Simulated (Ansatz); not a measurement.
The start is a randomly generated symmetric cell of Sr (space group No. 139). A full variable-cell relaxation at zero pressure is run with PBE (plane waves to 420 eV, PAW, scalar-relativistic; Ansatz, a program for electronic structure). The first steps use a coarse 10×10×10 k-mesh.

Initial structure:
```
CELL_PARAMETERS angstrom
     -2.35425     2.35425     2.76078
      2.35425    -2.35425     2.76078
      2.35425     2.35425    -2.76078
ATOMIC_POSITIONS crystal
  Sr 0.50000 0.50000 0.00000
```

Q: Does the structure survive the relaxation? Give the final space group.

A: The space group goes from I4/mmm (No. 139) to Fm-3m (No. 225); the end is fcc (Cu type), with 1 atom in the primitive cell.

Q: By how much does the energy per atom fall from start to end?

A: 0.03 eV/atom.

Q: How does the volume change?

A: -10.4 %, from 61.21 to 54.85 Å³/atom.

Q: What band gap does the relaxed structure have at this level?

A: No gap on the sampled points, where the bands overlap only slightly; such a result is sensitive to mesh and level.

Final values are on a 13×13×13 k-mesh of the relaxed cell. No spin polarisation in the result.

The run could not lose the symmetry of its start.
